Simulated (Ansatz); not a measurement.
One stationary structure of GeSe. Space group Fm-3m (No. 225), rock salt type. All values below come from PBEsol (plane waves to 420 eV, PAW, scalar-relativistic; Ansatz, a quantum-chemistry and plane-wave program).

```cif
data_Ge4Se4
_chemical_formula_sum 'Ge4 Se4'
_space_group_name_H-M_alt 'Fm-3m'
_space_group_IT_number 225
_space_group_name_Hall '-F 4 2 3'
_cell_length_a 5.56134
_cell_length_b 5.56134
_cell_length_c 5.56134
_cell_angle_alpha 90.000
_cell_angle_beta 90.000
_cell_angle_gamma 90.000
loop_
_atom_site_label
_atom_site_type_symbol
_atom_site_symmetry_multiplicity
_atom_site_Wyckoff_symbol
_atom_site_fract_x
_atom_site_fract_y
_atom_site_fract_z
_atom_site_occupancy
Ge1 Ge 4 b 0.50000 0.50000 0.50000 1
Se1 Se 4 a 0.00000 0.00000 0.00000 1
```
(The calculation used a cell of 2 atoms; values per cell refer to that cell.)

What band gap does PBEsol give?

No clear gap: the sampled points leave 0.17 eV away from the symmetry points, which may be a band crossing missed between them.

What smallest direct gap does PBEsol give?

0.30 eV at L.

No spin polarisation in the result.

The run could not lose the symmetry of its start.

The first start was generated by placing the elements on the sites of a structure type. Materials Project lists a structure of GeSe in the same space group, Fm-3m (No. 225); the sites were not compared with it, nor with measured phases. Known forms of GeSe include space group No. 62.
